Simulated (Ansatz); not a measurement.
LaLuO3 (cubic perovskite), relaxed with PBEsol (Ansatz, a program for electronic structure, plane waves, PAW): a = b = c = 4.1927 Å, α = β = γ = 90.00°.

| Property | Value |
|---|---|
| gap (eV) | 1.42 |
| ΔH_f (eV/atom) | -3.11 |
| B₀ by P(V) fit (GPa) | 150 |
| K_Hill (GPa) | 150 |
| G_Hill (GPa) | 77.7 |
| ε∞ | 5.93 |
| highest Γ mode, no LO–TO term (cm⁻¹) | 647 |
| Θ_D (K) | 418 |

Q: The same phase is relaxed and computed with LDA in the same code. What are the cell and these values now?

A: a = b = c = 4.153 Å, α = β = γ = 90.00°.

- gap (eV): 1.37
- ΔH_f (eV/atom): -3.25
- B₀ by P(V) fit (GPa): 163
- K_Hill (GPa): 163
- G_Hill (GPa): 82.5
- ε∞: 5.93
- highest Γ mode, no LO–TO term (cm⁻¹): 669
- Θ_D (K): 429

Constructed cells (a structure type filled with these elements, in neither database checked): LaLuO3, cubic perovskite. Unstable at this level: LaLuO3, cubic perovskite with PBEsol; LaLuO3, cubic perovskite with LDA. All cells were relaxed under the symmetry of their starts (and spin orders); stability against distortions was not tested throughout. Scalar-relativistic: spin–orbit coupling is off unless named, which matters more the heavier the elements.

Potentials: the later of the program's two PAW sets.

Ansatz is a plane-wave DFT program.

Formation energies count from the lowest solids of the elements computed at the same level, not from gases.
